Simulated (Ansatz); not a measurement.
Input for Ansatz (plane-wave DFT, PAW):

```yaml
crystal:
  lattice:
    - [6.4600898524, 0.0, 0.0]
    - [0.0, 6.778869553, 0.0]
    - [0.0, 0.0, 26.5339814121]
  atoms:
    - { symbol: O, position: [0.0, 0.0, 0.3015001735] }
    - { symbol: O, position: [0.5, 0.0, 0.3015001735] }
    - { symbol: Sn, position: [0.0, 0.5, 0.3510092652] }
    - { symbol: Sn, position: [0.5, 0.5, 0.3510092652] }
    - { symbol: Sn, position: [0.25, 0.0, 0.3510092652] }
    - { symbol: Sn, position: [0.75, 0.0, 0.3510092652] }
    - { symbol: O, position: [0.25, 0.3062105625, 0.3510092652] }
    - { symbol: O, position: [0.75, 0.3062105625, 0.3510092652] }
    - { symbol: O, position: [0.25, 0.6937894375, 0.3510092652] }
    - { symbol: O, position: [0.75, 0.6937894375, 0.3510092652] }
    - { symbol: O, position: [0.0, 0.0, 0.4005183568] }
    - { symbol: O, position: [0.5, 0.0, 0.4005183568] }
    - { symbol: O, position: [0.0, 0.5, 0.428730299] }
    - { symbol: O, position: [0.5, 0.5, 0.428730299] }
    - { symbol: Sn, position: [0.0, 0.0, 0.4761451071] }
    - { symbol: Sn, position: [0.5, 0.0, 0.4761451071] }
    - { symbol: Sn, position: [0.25, 0.5, 0.4847567777] }
    - { symbol: Sn, position: [0.75, 0.5, 0.4847567777] }
    - { symbol: O, position: [0.25, 0.8141517313, 0.4862453739] }
    - { symbol: O, position: [0.75, 0.8141517313, 0.4862453739] }
    - { symbol: O, position: [0.25, 0.1858482687, 0.4862453739] }
    - { symbol: O, position: [0.75, 0.1858482687, 0.4862453739] }
    - { symbol: O, position: [0.0, 0.5, 0.5293252261] }
    - { symbol: O, position: [0.5, 0.5, 0.5293252261] }
    - { symbol: Ti, position: [0.8799927414, 0.268487325, 0.6517569091] }
    - { symbol: Cl, position: [0.75, 0.5, 0.6043233943] }
    - { symbol: Cl, position: [0.6370558381, 0.1446075568, 0.6991904239] }
    - { symbol: Cl, position: [1.1229296446, 0.3923670933, 0.6991904239] }
    - { symbol: Cl, position: [1.0099854828, 0.0369746501, 0.6043233943] }
basis:
  ecutwfc: 420
kpoints:
  mp_grid: { grid: [3, 2, 1] }
hamiltonian:
  xc: pbe
  dispersion: d3bj
scf:
  occupations: { method: gaussian, width: 0.05 }
output:
  forces: true
  eigenvalues: true
  write_density: true
  write_potential: true
  elf: true
  volumetric_format: npy
relax:
  adjacent_minimum: "off"
  f_tol: 0.04
  max_steps: 100
  constraints: [{ sites: [0, 1, 2, 3, 4, 5, 6, 7, 8, 9, 10, 11] }]
efield:
  axis: 3
  dipole_correction: true
  ramp_width: 0.04
```

Command:
```bash
ansatz run input.yaml --threads 4 --pin off --max-ram 10240MiB --backend cpu --events-out ev --progress --plain --runs-dir out
```

All numbers below come from DFT PBE+D3(BJ), scalar-relativistic, plane waves, PAW in Ansatz.

From the run's log, abridged (final results; tables in files aren't shown):

```
WARN: The output density's exchange-correlation potential varies sharply where the density is thin. Do not read a vacuum level from v_tot or v_xc, or from such a field of the output density. On a cell that repeats whose density bears no net charge and no dipole along the vacuum's axis use v_es (v_loc + v_h of the components); under efield.dipole_correction with no amplitude use v_es + v_field, which holds any external_charges[].barrier, or the levels of the report's work_function block, which leave it out; under a non-zero efield.amplitude the vacuum is tilted and has no level; on a cell that repeats and bears such a dipole with no correction it is tilted too, and efield.dipole_correction wi ...
SCF converged after 9 iterations
Free energy (F): -64096.812539 eV
Harris-Foulkes:  -64096.812539 eV  (|F-HF|=2.53e-9)
Internal energy: -64096.812539 eV  (E = F + TS)
E sigma→0 (E₀):  -64096.812539 eV
Fermi energy:    -1.659050 eV
Dipole field:    D = -0.027654 V/Å  (p = -0.177579 e·Å, saw-weighted, corrected)
Work function:   Φ+ = 7.3482 eV   Φ− = 6.6144 eV
Levels:          The Fermi level and band energies are counted from a zero that moves with the ramp; work functions are not
--- Per-component energies (eV) ---
  E_band       = -3472.717373
  E_kinetic    = 5218.515624
  E_local      = -267134.903920  (includes V_loc(G=0)·N_el)
  E_nonlocal   = 652.322423
  E_hartree    = 132175.487899
  E_xc         = -4738.526473
  E_vxc        = -2854.484972  (∫ρ·V_xc dr)
  E_paw        = -39384.579961  (= ΣΔE_a)
  E_vpaw       = -3695.456906  (= ΣTr[D̂ρ^β])
  E_aug_tail   = 0.039535  (compensation charges beyond the density's cutoff)
  E_efield     = 0.002455  (sawtooth field / dipole correction)
  E_vefield    = -9.731149  (∫n·V_field dr)
  E_ewald      = 109119.560838
  E_disp       = -4.730960  (pairwise vdW)
  E_smearing   =  0.000000  (= −TS)
--- Forces (eV/Å), atoms counted from 1 ---
  atom   1  O     -0.00069239     0.01006987     1.01670487
  atom   2  O     -0.00212869     0.01209019     1.08452213
  atom   3  Sn     0.03815759     0.05925273     2.28043823
  atom   4  Sn    -0.04885895     0.04461980     1.69709144
  atom   5  Sn    -0.19472007    -0.00669514    -2.59901714
  atom   6  Sn     0.19485403    -0.02238833    -2.65051079
  atom   7  O     -0.11163957     1.35299903    -0.66985757
  atom   8  O      0.09506705     1.34566031    -0.63488251
  atom   9  O     -0.13840678    -1.33344697    -0.72279566
  atom  10  O      0.12089030    -1.33895864    -0.70383978
  atom  11  O     -0.13816097    -0.02554645     1.51812669
  atom  12  O      0.17597580    -0.10519661     0.38666575
  atom  13  O      0.00918055     0.00012867     0.00455397
  atom  14  O      0.00302536     0.00044884    -0.01106831
  atom  15  Sn    -0.00135660     0.01102072     0.00386933
  atom  16  Sn    -0.00065217     0.00054110     0.00268187
  atom  17  Sn     0.00571826    -0.00598575     0.01385369
  atom  18  Sn     0.00077087    -0.00131355     0.01472166
  atom  19  O      0.00274204     0.00439827    -0.00474904
  atom  20  O     -0.00032357    -0.00318531     0.00169412
  atom  21  O      0.00239369     0.00359503    -0.00374448
  atom  22  O     -0.00345508    -0.00309559     0.00595708
  atom  23  O      0.00264861    -0.00065725    -0.01673097
  atom  24  O     -0.01624402    -0.00150870    -0.00364378
  atom  25  Ti     0.00906716     0.03594253    -0.03427588
  atom  26  Cl    -0.00527771     0.00464738    -0.00309748
  atom  27  Cl    -0.01964115    -0.02992366     0.00643021
  atom  28  Cl     0.02051194    -0.01613195     0.00960051
  atom  29  Cl     0.00059233     0.00874384     0.01131821
--- Band table (eV) ---
  k-point 0: bands = ["-58.5041", "-34.8321", "-34.7557", "-34.7334", "-24.1032", "-24.0691", "-23.6526", "-23.6184", "-23.5605", "-23.4636", "-23.4598", "-23.4335", "-23.4082", "-23.2955", "-23.2727", "-23.1956", "-23.1232", "-23.0488", "-22.9360", "-22.9120", "-22.9055", "-22.8523", "-22.7874", "-22.7612", "-22.6622", "-22.5740", "-22.5538", "-22.5495", "-22.5210", "-22.4983", "-22.4525", "-22.4386", "-22.4042", "-22.3449", "-22.3181", "-22.2525", "-22.2477", "-22.0093", "-21.9361", "-21.9299", "-21.9215", "-21.9085", "-21.8357", "-21.7384", "-21.0565", "-20.1544", "-20.1426", "-19.9869", "-19.6674", "-19.6461", "-19.5621", "-19.4042", "-19.0811", "-18.9111", "-18.8209", "-18.4044", "-18.2 ...
  k-point 1: bands = ["-58.5041", "-34.8321", "-34.7557", "-34.7335", "-24.1603", "-24.0319", "-23.6598", "-23.6523", "-23.5643", "-23.4636", "-23.4598", "-23.4336", "-23.4083", "-23.2955", "-23.2727", "-23.1949", "-23.0805", "-23.0542", "-23.0022", "-22.9052", "-22.9011", "-22.8546", "-22.7998", "-22.7171", "-22.5788", "-22.5544", "-22.5459", "-22.5225", "-22.4967", "-22.4707", "-22.4361", "-22.4025", "-22.3432", "-22.3189", "-22.3009", "-22.2549", "-22.2436", "-22.0063", "-21.9360", "-21.9294", "-21.9214", "-21.9084", "-21.8372", "-21.7350", "-20.8565", "-20.7264", "-20.4914", "-20.0934", "-20.0054", "-19.9336", "-19.4344", "-19.1153", "-18.9665", "-18.7145", "-18.4834", "-18.4813", "-18.0 ...
  k-point 2: bands = ["-58.5041", "-34.8321", "-34.7557", "-34.7334", "-23.9663", "-23.9561", "-23.7295", "-23.6089", "-23.5527", "-23.4633", "-23.4525", "-23.4441", "-23.4170", "-23.2963", "-23.2804", "-23.2546", "-23.1109", "-22.9793", "-22.9583", "-22.9149", "-22.8975", "-22.8802", "-22.8632", "-22.7677", "-22.6557", "-22.6067", "-22.5766", "-22.5541", "-22.5486", "-22.5180", "-22.4306", "-22.4160", "-22.3959", "-22.3443", "-22.3134", "-22.3102", "-22.2684", "-22.1381", "-21.9464", "-21.9211", "-21.9126", "-21.9043", "-21.8596", "-21.8106", "-20.8878", "-20.4157", "-20.0805", "-19.8937", "-19.7910", "-19.3802", "-19.2996", "-19.2564", "-19.1376", "-18.8671", "-18.6988", "-18.6134", "-18.4 ...
  k-point 3: bands = ["-58.5041", "-34.8321", "-34.7557", "-34.7335", "-24.0201", "-23.9245", "-23.7165", "-23.6473", "-23.5426", "-23.5103", "-23.4633", "-23.4526", "-23.4168", "-23.2962", "-23.2804", "-23.2525", "-23.1445", "-23.0188", "-22.9439", "-22.9024", "-22.8960", "-22.8582", "-22.7843", "-22.6298", "-22.6273", "-22.6100", "-22.5783", "-22.5521", "-22.5205", "-22.4389", "-22.4248", "-22.3938", "-22.3697", "-22.3436", "-22.3132", "-22.3102", "-22.2684", "-22.1376", "-21.9397", "-21.9214", "-21.9126", "-21.9037", "-21.8600", "-21.8106", "-20.7515", "-20.5736", "-20.5149", "-20.1360", "-19.9102", "-19.7619", "-19.5092", "-19.3604", "-18.7958", "-18.6209", "-18.4567", "-18.4372", "-18.2 ...
--- Relaxed structure (35 steps of the walk, 33 accepted, 0 SCFs on fresh bases) ---
  F+E_penalty+E_count = -64096.81253918 eV   max|allowed force component| = 3.594e-2 eV/Å
  atoms:
    - { symbol: O, position: [0.0, 0.0, 0.3015001735] }
    - { symbol: O, position: [0.5, 0.0, 0.3015001735] }
    - { symbol: Sn, position: [0.0, 0.5, 0.3510092652] }
    - { symbol: Sn, position: [0.5, 0.5, 0.3510092652] }
    - { symbol: Sn, position: [0.25, 0.0, 0.3510092652] }
    - { symbol: Sn, position: [0.75, 0.0, 0.3510092652] }
    - { symbol: O, position: [0.25, 0.30621056, 0.3510092652] }
    - { symbol: O, position: [0.75, 0.30621056, 0.3510092652] }
    - { symbol: O, position: [0.25, 0.6937894375, 0.3510092652] }
    - { symbol: O, position: [0.75, 0.6937894375, 0.3510092652] }
    - { symbol: O, position: [0.0, 0.0, 0.40051835] }
    - { symbol: O, position: [0.5, 0.0, 0.40051835] }
    - { symbol: O, position: [-0.00254965, 0.50544084, 0.43110696] }
    - { symbol: O, position: [0.49777552, 0.50817214, 0.42712429] }
    - { symbol: Sn, position: [0.00206232, 0.00637051, 0.47993681] }
    - { symbol: Sn, position: [0.49990993, 0.00142518, 0.47549350] }
    - { symbol: Sn, position: [0.25259658, 0.50165463, 0.48223176] }
    - { symbol: Sn, position: [0.73809984, 0.50427231, 0.47996536] }
    - { symbol: O, position: [0.25270959, 0.80941979, 0.48033096] }
    - { symbol: O, position: [0.74868455, 0.81351277, 0.48428150] }
    - { symbol: O, position: [0.25675558, 0.19688641, 0.47447485] }
    - { symbol: O, position: [0.74484381, 0.19387355, 0.48059468] }
    - { symbol: O, position: [-0.01221799, 0.48582097, 0.53245412] }
    - { symbol: O, position: [0.49763929, 0.50111339, 0.52790478] }
    - { symbol: Ti, position: [0.91431045, 0.42520055, 0.59991555] }
    - { symbol: Cl, position: [0.76261459, 0.69630418, 0.62468548] }
    - { symbol: Cl, position: [0.66166771, 0.21774782, 0.61829748] }
    - { symbol: Cl, position: [1.18155691, 0.41402266, 0.64976842] }
    - { symbol: Cl, position: [1.07357422, 0.03511015, 0.56962424] }
```

The relaxation met its thresholds.

Time: 26 min on 4 threads of Arm Neoverse V1, with other jobs on the host, peak memory 2.8 GiB.